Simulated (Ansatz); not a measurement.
# RbGdO2: reading a single point

```
CELL_PARAMETERS angstrom
3.56666 0.00000 0.00000
-1.78333 3.08882 0.00000
-1.78333 1.02961 6.56099
ATOMIC_POSITIONS crystal
Gd 0.50000 0.50000 0.50000
O 0.22000 0.78000 0.66000
O 0.78000 0.22000 0.34000
Rb 0.00000 0.00000 0.00000
```

Method: LDA, spin-orbit coupling; PAW, plane waves to 420 eV, 6×6×6 Γ-centred mesh, fermi-dirac occupations (width 0.1 eV) (Ansatz 0.2.0), atoms fixed.

Magnetic state (reached from a saved solution, and it need not be the lowest): Gd1 along (1.00, 0.00, 0.00).

Forces: The largest is on O2 (and as large on other atoms): 0.94 eV/Å, components (0.00, 0.00, 0.94). It makes 117° with the line to a nearest neighbour, Gd1 at 2.31 Å.
Moments: Gd1 6.87 μB of spin moment in Bader basins; net size 6.94 μB a cell.
Electronic structure: The gap is 2.17 eV, direct at the points sampled.
Formation energy: -2.90 eV an atom against the elements' usual phases (free molecules for gases, crystals otherwise, with no correction for O₂ or N₂), so it is bound against them; other compounds may still compete. Relaxing would lower it.
Charges: Bader charges in e: Rb +0.76, Gd +1.97, O -1.36. In the mean Gd gives up most and O takes most.
Stress: The pressure is -3.7 GPa (compression positive), so with the atoms held at these fractions the cell would first shrink; the forces are large, so a full relaxation may end otherwise.
Band edges: Within 0.7 eV of the edges, the states project mainly on O p (63 %) and Gd f (31 %) below the gap and on Gd f (57 %) above it.

Origin: a database entry at a rescaled volume. Caveats: the SCF threshold is loose for a stress; f shells without a U or exact exchange are poorly placed.
